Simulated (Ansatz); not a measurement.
Consider the following.

Nb2PC:
```
CELL_PARAMETERS angstrom
      3.30704     0.00000     0.00000
     -1.65352     2.86398     0.00000
      0.00000     0.00000    11.53562
ATOMIC_POSITIONS crystal
  Nb 0.33333 0.66667 0.40034
  Nb 0.66667 0.33333 0.59966
  Nb 0.66667 0.33333 0.90034
  Nb 0.33333 0.66667 0.09966
  P  0.66667 0.33333 0.25000
  P  0.33333 0.66667 0.75000
  C  0.00000 0.00000 0.50000
  C  0.00000 0.00000 0.00000
```

This is the r²SCAN-relaxed structure.

**Question.** All from r²SCAN in the plane-wave PAW code Ansatz, unless another level is named. Predict the electronic character.

**Answer.** metallic (no gap).

**Question.** Next, the density of states at the Fermi level?

**Answer.** 0.33 states/eV per atom (mean over ±0.08 eV).

**Question.** Predict the formation energy from the elements (no fitted shifts).

**Answer.** -888 meV/atom.

**Question.** What about the gap with spin–orbit coupling?

**Answer.** none (metallic).

Space group P6_3/mmc. The workflow started from a Materials Project entry (that database holds measured and hypothetical structures alike); the Crystallography Open Database copy checked does not list it. Whether it is the stable phase at ambient conditions was not checked. The cell was relaxed with r²SCAN under the symmetry of its start; whether a distortion lowers the energy is not shown. The run is not spin-polarised. The references are the lowest solids computed at this level, not always the standard phases. Spin–orbit coupling is left out wherever it is not named.

Potentials: the later of the program's two PAW sets.
